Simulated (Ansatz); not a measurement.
# Lattice vibrations of CaTi₂N₂ at Γ

Method: Ansatz 0.2.0, DFT PBE, scalar-relativistic, plane waves, PAW. Plane waves to 420 eV; Γ-centred k mesh 14×14×14; Gaussian smearing of 0.10 eV. No spin polarisation. Phonons by linear response, acoustic sum rule imposed.

Relaxed structure:
```xyz
5
Lattice="-1.5118 1.5118 7.2098 1.5118 -1.5118 7.2098 1.5118 1.5118 -7.2098" Properties=species:S:1:pos:R:3 pbc="T T T"
Ca    0.0000    0.0000    0.0000
Ti    0.0000    0.0000    4.5842
Ti    0.0000    0.0000    9.8355
N     0.0000    0.0000   11.8960
N     0.0000    0.0000    2.5236
```

The structure comes from a proposed guess, relaxed at this level; another structure or a mixture of phases may lie lower. In a metal, frequencies depend on the k mesh and the smearing, soft modes most.

Task: Is this structure stable against zone-centre distortions?

Result: Yes, at Γ: no optical mode is imaginary. Strains and other wave vectors aren't tested by this run.

Task: List the optical modes at Γ (i marks imaginary ones).

Result:
| frequency (cm⁻¹) | degeneracy |
| --- | --- |
| 146 | 2 |
| 231 | 1 |
| 238 | 2 |
| 309 | 1 |
| 423 | 1 |
| 451 | 1 |
| 464 | 2 |
| 486 | 2 |
